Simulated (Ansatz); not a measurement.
**MgAl2Ge2, first-principles data**

MgAl$_{2}$Ge$_{2}$:
```
MgAl2Ge2
1.0
    4.09366     0.00000     0.00000
   -2.04683     3.54521     0.00000
    0.00000     0.00000     6.76912
Mg Al Ge
1 2 2
Direct
  0.00000   0.00000   0.00000
  0.66667   0.33333   0.36801
  0.33333   0.66667   0.63199
  0.66667   0.33333   0.75710
  0.33333   0.66667   0.24290
```

Space group P-3m1 (No. 164); conventional cell a = b = 4.094 Å, c = 6.769 Å, α = β = 90.00°, γ = 120.00°.

Method: r²SCAN (plane waves, PAW; program Ansatz). Structure relaxed to zero pressure with the same functional. Other levels are named where they apply.

**Cell and energy**

* **Volume per atom**: 19.65 Å³
* **Density**: 3.78 g/cm³
* **Formation energy from the elements (no fitted shifts)**: -133 meV/atom

**Electronic structure**

- Electronic character: metallic (no gap)
- Density of states at the Fermi level: 0.06 states/eV per atom (mean over ±0.08 eV)

The first step of the workflow began from a Materials Project structure, measured or hypothetical; the Crystallography Open Database copy checked does not list it. Whether it is the stable phase at ambient conditions was not checked. The r²SCAN relaxation kept the symmetry of its start; whether a distortion lowers the energy is not shown. The references are the lowest solids computed at this level, not always the standard phases. Scalar-relativistic: spin–orbit coupling is off unless named, which matters more the heavier the elements.

Potentials: the later of the program's two PAW sets.
